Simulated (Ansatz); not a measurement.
Mg2Al3MoS8: Coordination and ³³S quadrupole coupling

Cell: a Materials Project structure (computed, not necessarily an observed phase), taken as it stands.

Space group R-3m:H (No. 166); a = 7.2413, c = 18.0805 Å, γ = 120.00°.

```
site  Wyckoff  site symmetry       x       y       z
  Mg       6c             3m  0.0000  0.0000  0.1262
  Al       9e           .2/m  0.6667  0.8333  0.3333
  Mo       3b            -3m  0.0000  0.0000  0.5000
  S7      18h             .m  0.3038  0.1519  0.4101
  S9       6c             3m  0.0000  0.0000  0.7380
```

One atom of each set is listed; the run and its k-mesh use a cell of 14 atoms with edges of 7.33, 7.33, 7.33 Å.

Level of theory: DFT, PBE, plane waves and PAW, scalar-relativistic, collinear spin, 420 eV cutoff, Γ-centred 5×5×5 k-points, Fermi–Dirac smearing 0.02 eV (Ansatz 0.2.0). Start moments as typed (μB): 2 on each Mo, none on the rest.

Q(³³S) = -69.40 mb.

Task: Order the S environments from the weakest to the strongest quadrupole coupling.
A. S7: 2 Al at 2.44 Å, 1 Mg at 2.44 Å, 1 Mo at 2.50 Å
B. S9: 1 Mg at 2.46 Å, 3 Al at 2.46 Å

Result: B (0.950 MHz, η = 0.00), A (1.62 MHz, η = 0.59).

An axis of threefold or higher order runs through S9, so V_zz lies along it and η is zero. At S7 V_zz points along its one bond to Mg (within 12°).

Without spin–orbit coupling (the program notes it for Mo) the gradients can shift somewhat, as the gap is small. With a gap of 0.8 eV on this mesh, small gradients can still move by 0.1 × 10²¹ V/m² or more as the k-mesh gets denser. All moments are parallel here, as the start or the cell imposes; many such compounds order antiparallel, where fields and spin densities carried over to other atoms largely cancel. The magnetic order is the one that the run reached from its start moments, not necessarily the measured one.
